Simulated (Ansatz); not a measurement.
KTaO$_{3}$ (cubic perovskite, Pm-3m) under volume change, DFT-LDA in the program Ansatz with PAW potentials, scaled uniformly.

| V (Å³/atom) | E − E(relaxed) (meV/atom) | P (GPa) |
|---|---|---|
| 11.228 | 80.9 | 25.44 |
| 11.598 | 34.0 | 15.54 |
| 11.969 | 8.0 | 7.13 |
| 12.339 | 0.0 | 0.00 |
| 12.709 | 7.2 | -6.06 |
| 13.079 | 27.3 | -11.20 |
| 13.449 | 58.3 | -15.56 |

**Question.** What does a third-order Birch–Murnaghan fit give for V₀, B₀ and B′?

**Answer.** V₀ = 12.34 Å³/atom, B₀ = 219 GPa, B′ = 4.4.

The LDA relaxation kept the symmetry of its start. The run is not spin-polarised. Spin–orbit coupling is left out wherever it is not named.

Potentials: the earlier of the program's two PAW sets. The files were generated under PBE; for other functionals the program regenerates the frozen cores, and for LDA and PBEsol the local potential too.
